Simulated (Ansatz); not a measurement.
Values for one crystal, relaxed and computed with r²SCAN+D4 in the plane-wave PAW code Ansatz; other levels are named.

| Quantity | Result |
|---|---|
| Volume per atom | 18.96 Å³ |
| Band gap | 3.61 eV (indirect) |
| Pressure derivative B′ | 6.5 |
| Highest zone-centre frequency (without LO–TO term) | 3739 cm⁻¹ |
| Gap with spin–orbit coupling | 3.24 eV |
| Elastic constants (relaxed ions, GPa) | C11 = 50.4, C22 = 59.0, C33 = 47.0, C12 = 26.0, C13 = 22.1, C23 = 21.6, C44 = 10.5, C55 = 12.3, C66 = 14.2 |
| Conduction-band minimum | on the Γ–X line, 66 % of the way from Γ (k = 0.328, 0.000, 0.000) (2 equivalent valleys) |

### Question
Which compound is it?
(A) HfBrN, R-3m (Hf on 6c, Br on 6c, N on 6c)
(B) LiH3O2, C2/m (Pearson symbol mS24)
(C) LuBrO, P4/nmm (Lu on 2c, Br on 2c, O on 2b)
(D) HPbBrO, Pnma (H on 4c, Pb on 4c, Br on 4c, O on 4c)

### Answer
D, HPbBrO, Pnma (H on 4c, Pb on 4c, Br on 4c, O on 4c)

The workflow started from a Materials Project entry (that database holds measured and hypothetical structures alike); the Crystallography Open Database copy checked does not list it. Its standing as an ambient phase is unchecked. The cell was relaxed with r²SCAN+D4 under the symmetry of its start; of distortions, only those at the zone centre were tested. Scalar-relativistic: spin–orbit coupling is off unless named, which matters more the heavier the elements.

Potentials: the later of the program's two PAW sets.
